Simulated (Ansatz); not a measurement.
System: GaSb (zinc blende type), 2 atoms in the cell.

Level of theory: PBE with spin–orbit coupling, plane waves, PAW datasets (generated soft set 1) (Ansatz).

Cutoff 600 eV; k-mesh 6×6×6 Γ-centred; Fermi–Dirac smearing of 0.02 eV.

```
Ga Sb
1.0
     0.00000    3.11000    3.11000
     3.11000    0.00000    3.11000
     3.11000    3.11000    0.00000
Ga Sb
1 1
Direct
  0.00000 0.00000 0.00000
  0.25000 0.25000 0.25000
```

(1) Would the cell expand or shrink if it were free to relax?

Results:

(1) The pressure is 0.01 GPa, close to zero.

The stress includes the program's correction for the finite plane-wave basis.

The k-mesh is modest, so these values aren't fully converged in k.
